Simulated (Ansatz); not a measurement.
AlCuSnS4 in space group Imma (No. 74; Pearson symbol oI28), plane-wave PAW LDA (Ansatz code). The conduction-band minimum lies at Γ, with 1 equivalent valley. Second derivatives d²E/dk² of the lowest band at one valley (eV·Å²), along Cartesian directions:

```tsv
direction	d²E/dk²
[100]	42.05
[010]	19.04
[001]	26.90
[110]	30.58
[101]	34.46
[011]	22.97
```

Problem. Find the principal effective masses, the density-of-states mass and the conductivity mass.

Solution. Off-diagonal terms follow from H_xy = H[110] − (H_xx + H_yy)/2, and m*/mₑ = 7.620 eV·Å² over each eigenvalue: 0.18, 0.28, 0.40. One valley's DOS mass (m₁m₂m₃)^(1/3) = 0.27, conductivity mass 3/(Σ 1/mᵢ) = 0.26 mₑ.

Problem. What effective density of states Nc follows at 300 K for parabolic valleys?

Solution. Nc = 2.509e19 × 1 × (0.27)^(3/2) ≈ 3.5e18 cm⁻³.

The workflow started from a Materials Project entry (that database holds measured and hypothetical structures alike); the Crystallography Open Database copy checked does not list it. Whether it is the stable phase at ambient conditions was not checked. Symmetry was held in the LDA relaxation; its stability against distortions is not shown here. No spin polarisation was allowed. Spin–orbit coupling is left out wherever it is not named.

Potentials: the later of the program's two PAW sets.

Edges and masses are those of Kohn–Sham bands, whose gap is no quasiparticle gap.
